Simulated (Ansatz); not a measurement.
Input:

Br:
```yaml
crystal:
  lattice:
    - [3.49303, -2.07402, 0.00000]
    - [3.49303, 2.07402, 0.00000]
    - [0.00000, 0.00000, 8.57404]
  atoms:
    - { symbol: Br, position: [0.65119, 0.34881, 0.38086] }
    - { symbol: Br, position: [0.84881, 0.15119, 0.88086] }
    - { symbol: Br, position: [0.15119, 0.84881, 0.11914] }
    - { symbol: Br, position: [0.34881, 0.65119, 0.61914] }
```

This is the PBE+D3(BJ)-relaxed structure.

All from plane-wave PAW PBE+D3(BJ) (Ansatz code), unless another level is named. Give the smallest direct gap on the standard path.

1.36 eV.

Next, the band gap?

1.31 eV (indirect).

Predict the valence-band maximum.

at Γ.

Space group Cmce (molecular I2 type). The PBE+D3(BJ) relaxation kept the symmetry of its start. The substance is a gas or liquid at ambient conditions; this is its low-temperature solid. Scalar-relativistic: spin–orbit coupling is off unless named, which matters more the heavier the elements.

Potentials: the earlier of the program's two PAW sets.
